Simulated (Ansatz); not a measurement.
Hf$_{2}$InC:
Space group P6₃/mmc (No. 194); a = b = 3.289 Å, c = 14.709 Å, α = β = 90.00°, γ = 120.00°

| atom | site | symmetry | x | y | z |
|---|---|---|---|---|---|
| Hf | 4f | 3m. | 0.3333 | 0.6667 | 0.0824 |
| In | 2d | -6m2 | 0.6667 | 0.3333 | 0.2500 |
| C | 2a | -3m. | 0.0000 | 0.0000 | 0.0000 |

Relaxed at zero pressure with plane-wave PAW PBEsol (Ansatz code).

**Question.** The volume is lowered by 6 % and shape and atoms relax at that volume. What pressure results, and how do the axes share the change?

**Answer.** 9.9 GPa; a -2.0 %, b -2.0 %, c -2.2 %; the energy rises by 30 meV/atom.

**Question.** Give the new structure.

**Answer.** 
Space group P6₃/mmc (No. 194); a = b = 3.224 Å, c = 14.388 Å, α = β = 90.00°, γ = 120.00°

```json
[
 {"atom": "Hf", "site": "4f", "symmetry": "3m.", "x": "0.3333", "y": "0.6667", "z": "0.0841"},
 {"atom": "In", "site": "2d", "symmetry": "-6m2", "x": "0.6667", "y": "0.3333", "z": "0.2500"},
 {"atom": "C", "site": "2a", "symmetry": "-3m.", "x": "0.0000", "y": "0.0000", "z": "0.0000"}
]
```

The phase is kept; no other phase was compared at this pressure.

Space group P6_3/mmc. The workflow started from a Materials Project entry (that database holds measured and hypothetical structures alike); the Crystallography Open Database copy checked does not list it. Whether it is the stable phase at ambient conditions was not checked. The cell was relaxed with PBEsol under the symmetry of its start; of distortions, only those at the zone centre were tested. The run is not spin-polarised. Spin–orbit coupling is left out wherever it is not named.

Potentials: the later of the program's two PAW sets.
